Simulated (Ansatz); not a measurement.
This cell of Al (fcc, Cu type) is off equilibrium:

```xyz
4
Lattice="3.9920 0.0000 0.0000 0.0000 3.9920 0.0000 0.0000 0.0000 3.9920" Properties=species:S:1:pos:R:3 pbc="T T T"
Al     0.0000     0.0000     0.0000
Al     1.9960     1.9960     0.0000
Al     1.6727    -0.3233     1.6727
Al     0.0000     1.9960     1.9960
```

Level of theory: r2SCAN (plane waves to 500 eV, PAW, scalar-relativistic; Ansatz, a first-principles code). k mesh 9×9×9 (Γ-centred), Fermi-Dirac smearing 0.05 eV. E stands for the smeared free energy. Stress and pressure are positive under compression. With partly filled bands, energies and forces of such displacements shift with the k mesh and the smearing. On this mesh the relaxed cell isn't quite at rest: it carries a pressure of 0.3 GPa (compression positive) at the zero of the scan. Al was relaxed with its symmetry unable to fall.

### Question
Predict the force on every atom, in eV/Å.

### Answer
```csv
atom,Fx,Fy,Fz
Al1,-1.412,0.307,-1.412
Al2,0.307,-1.412,-1.412
Al3,2.516,2.516,2.516
Al4,-1.412,-1.412,0.307
```

### Question
What is the stress tensor (GPa)?

### Answer
```
    8.0      3.0      3.0
    3.0      8.0      3.0
    3.0      3.0      8.0
```
The pressure, a third of the trace, is 8.0 GPa.

### Question
In it atom 3 sits (-0.323, -0.323, -0.323) Å away from its relaxed site. What is its energy relative to the relaxed cell?

### Answer
1049 meV/cell.

(A displaced cell: forces are minus the slopes of the energy, force constants its curvatures, and phonons follow from these.)
